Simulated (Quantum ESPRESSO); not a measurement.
```cif
data_H2Ca2I2
_chemical_formula_sum 'H2 Ca2 I2'
_space_group_name_H-M_alt 'P4/nmm :1'
_space_group_IT_number 129
_space_group_name_Hall 'P 4ab 2ab -1ab'
_cell_length_a 4.02334
_cell_length_b 4.02334
_cell_length_c 9.34313
_cell_angle_alpha 90.000
_cell_angle_beta 90.000
_cell_angle_gamma 90.000
loop_
_space_group_symop_operation_xyz
  'x, y, z'
  '-y+1/2, x+1/2, z'
  '-x, -y, z'
  'y+1/2, -x+1/2, z'
  'x+1/2, -y+1/2, -z'
  '-y, -x, -z'
  '-x+1/2, y+1/2, -z'
  'y, x, -z'
  '-x+1/2, -y+1/2, -z'
  'y, -x, -z'
  'x+1/2, y+1/2, -z'
  '-y, x, -z'
  '-x, y, z'
  'y+1/2, x+1/2, z'
  'x, -y, z'
  '-y+1/2, -x+1/2, z'
loop_
_atom_site_label
_atom_site_type_symbol
_atom_site_symmetry_multiplicity
_atom_site_Wyckoff_symbol
_atom_site_fract_x
_atom_site_fract_y
_atom_site_fract_z
_atom_site_occupancy
H1 H 2 a 0.00000 0.00000 0.00000 1
Ca1 Ca 2 c 0.00000 0.50000 0.13019 1
I1 I 2 c 0.50000 0.00000 0.30021 1
```

The geometry is that of Materials Project entry mp-24204, symmetrised and not relaxed again.

Task: What does LDA (Quantum ESPRESSO, PseudoDojo norm-conserving, 74 Ry, without SOC) give for the electronic structure near the Fermi level?

Result: The LDA gap is indirect, 3.27 eV, from Z to M; the smallest direct gap is 3.49 eV. Spin-orbit coupling is left out, which matters for elements this heavy: edges can move by tenths of an eV.

The distance between layers or molecules is the database entry's, not relaxed here. Functionals without dispersion can leave it too large, which widens gaps and weakens the response across layers: the numbers belong to this cell.
